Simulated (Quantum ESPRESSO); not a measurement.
AlSi6As (made-up cell) (calculated)

Computed with Quantum ESPRESSO 7.5. Calculation on a made-up crystal cell, not a measurement: periodic Kohn-Sham density functional theory in plane waves with PseudoDojo standard norm-conserving scalar-relativistic pseudopotentials, each functional with its own files (v0.5 for PBE, v0.4.1 for LDA and PBEsol), no spin polarisation, no spin-orbit coupling, atoms not relaxed, stress positive in tension, energies less a fixed whole-eV offset for each atom's element; levels are Kohn-Sham levels at fractions of this cell's reciprocal vectors, counted from the reference band (half the neutral cell's valence electrons, rounded up) at Gamma; error bars cover cutoff and k-mesh only, not smearing or the files; added strain carries the atoms with the cell, and shear is the tensor component; each bar is the largest change over components, and at least 0.002 eV, 0.002 eV per angstrom or 0.02 GPa; energies are for the whole cell, and the offsets were chosen from early runs and are not element reference energies.

Settings shared by all entries: lattice type zincblende/diamond; functional pbe; cutoff 1143 eV; fermi dirac smearing 0.1 eV; scf tolerance 1e-07 eV; electrons removed 0; added strain kind biaxial xx and yy; k mesh 6 x 6 x 6, shifted by half a step.

(1) 
```cif
# cell vector a (Å): 5.5818 0.0000 0.0000
# cell vector b (Å): 0.0000 5.5818 0.0000
# cell vector c (Å): 0.0000 0.0000 5.5818
data_AlSi6As
_symmetry_space_group_name_H-M 'P 1'
_symmetry_Int_Tables_number 1
_cell_length_a 5.5818
_cell_length_b 5.5818
_cell_length_c 5.5818
_cell_angle_alpha 90.000
_cell_angle_beta 90.000
_cell_angle_gamma 90.000
_cell_volume 173.91
loop_
_atom_site_label
_atom_site_type_symbol
_atom_site_fract_x
_atom_site_fract_y
_atom_site_fract_z
_atom_site_occupancy
Si1 Si 0.00718 0.99377 0.99837 1
Si2 Si 0.00428 0.50760 0.49867 1
Al1 Al 0.49635 0.00093 0.49325 1
Si3 Si 0.49341 0.49914 0.00459 1
As1 As 0.24669 0.25189 0.24711 1
Si4 Si 0.25015 0.75594 0.74761 1
Si5 Si 0.74368 0.24463 0.74895 1
Si6 Si 0.75279 0.74526 0.24976 1
_calc_added_strain -0.0047
_calc_structure_shown 'before the added strain of -0.0047'
_calc_free_energy_less_offsets 1.3  # eV
_calc_smearing_term_minus_ts -0.01147  # eV
_calc_scf_iterations 10
_calc_pressure -0.1369  # GPa
_calc_stress_xx 0.04488  # GPa
_calc_stress_yy 0.03476  # GPa
_calc_stress_zz 0.331  # GPa
_calc_stress_yz -0.5145  # GPa
_calc_stress_xz 0.1796  # GPa
_calc_stress_xy -0.2815  # GPa
_calc_fermi_level 0.07179  # eV
_calc_reference_band 21
_calc_error_bar_energy 0.002  # eV
_calc_error_bar_stress 0.02  # GPa
_calc_error_bar_force 0.002  # eV/angstrom
_calc_error_bar_next_band_up 0.002  # eV
_calc_error_bar_fermi_level 0.006933  # eV
_calc_error_bars_from 'tighter rerun of a related cell'
```

Atoms:
```
atoms element  atom site  atom energy offset (eV)
           Si          1                     -115
           Si          2                     -115
           Al          3                      -64
           Si          4                     -115
           As          5                    -2887
           Si          6                     -115
           Si          7                     -115
           Si          8                     -115
```

Forces:
```
site  x (eV/Å)  y (eV/Å)  z (eV/Å)
   1    -1.259  -0.06359   -0.5061
   2   -0.9555  -0.09014    0.7621
   3    0.6696    -0.439    0.3307
   4    0.8619     0.554    -1.012
   5   -0.2475    0.1032   0.01941
   6    0.1987   -0.5929    0.3042
   7    0.6404    0.4768    0.3436
   8   0.09175    0.0516   -0.2421
```

Levels:
```
level k point  next band up (eV)
        Gamma            0.06487
(1/2,1/2,1/2)           -0.04375
   (0.15,0,0)             0.2445
   (0,0.15,0)             0.3201
   (0,0,0.15)             0.2795
```

(2) 
```cif
# cell vector a (Å): 5.5818 0.0000 0.0000
# cell vector b (Å): 0.0000 5.5818 0.0000
# cell vector c (Å): 0.0000 0.0000 5.5818
data_AlSi6As
_symmetry_space_group_name_H-M 'P 1'
_symmetry_Int_Tables_number 1
_cell_length_a 5.5818
_cell_length_b 5.5818
_cell_length_c 5.5818
_cell_angle_alpha 90.000
_cell_angle_beta 90.000
_cell_angle_gamma 90.000
_cell_volume 173.91
loop_
_atom_site_label
_atom_site_type_symbol
_atom_site_fract_x
_atom_site_fract_y
_atom_site_fract_z
_atom_site_occupancy
Si1 Si 0.00718 0.99377 0.99837 1
Si2 Si 0.00428 0.50760 0.49867 1
Al1 Al 0.49635 0.00093 0.49325 1
Si3 Si 0.49341 0.49914 0.00459 1
As1 As 0.24669 0.25189 0.24711 1
Si4 Si 0.25015 0.75594 0.74761 1
Si5 Si 0.74368 0.24463 0.74895 1
Si6 Si 0.75279 0.74526 0.24976 1
_calc_added_strain 0.0031
_calc_structure_shown 'before the added strain of 0.0031'
_calc_stress_xy ?
```

Atoms:
```
atoms element  atom site  atom energy offset (eV)
           Si          1                     -115
           Si          2                     -115
           Al          3                      -64
           Si          4                     -115
           As          5                    -2887
           Si          6                     -115
           Si          7                     -115
           Si          8                     -115
```

To be estimated
1. Estimate the stress xy of AlSi6As (made-up cell) (entry 2).
2. Give the table of forces values for AlSi6As (made-up cell) (entry 2).

Answers
1. -0.2827 GPa
2. 
Forces:
```
site  x (eV/Å)  y (eV/Å)  z (eV/Å)
   1    -1.231   -0.0648   -0.4999
   2   -0.9417  -0.08206      0.74
   3     0.659   -0.4317    0.3336
   4    0.8441    0.5371   -0.9839
   5   -0.2354    0.1061   0.02522
   6    0.1874   -0.5782    0.2821
   7    0.6251     0.466    0.3179
   8   0.09256   0.04758   -0.2151
```

Further results for AlSi6As (made-up cell) (entry 2):

- free energy less offsets: 1.312 eV
- smearing term minus ts: -0.01164 eV
- scf iterations: 10
- pressure: -1.289 GPa
- stress xx: 1.395 GPa
- stress yy: 1.391 GPa
- stress zz: 1.081 GPa
- stress yz: -0.4816 GPa
- stress xz: 0.1842 GPa
- fermi level: 0.07544 eV
- reference band: 21
- error bar energy: 0.002 eV
- error bar stress: 0.02 GPa
- error bar force: 0.002 eV/Å
- error bar next band up: 0.002 eV
- error bar fermi level: 0.006933 eV
- error bars from: tighter rerun of a related cell

Levels:
```
level k point  next band up (eV)
        Gamma             0.0765
(1/2,1/2,1/2)            -0.0744
   (0.15,0,0)             0.2789
   (0,0.15,0)             0.3552
   (0,0,0.15)             0.2798
```
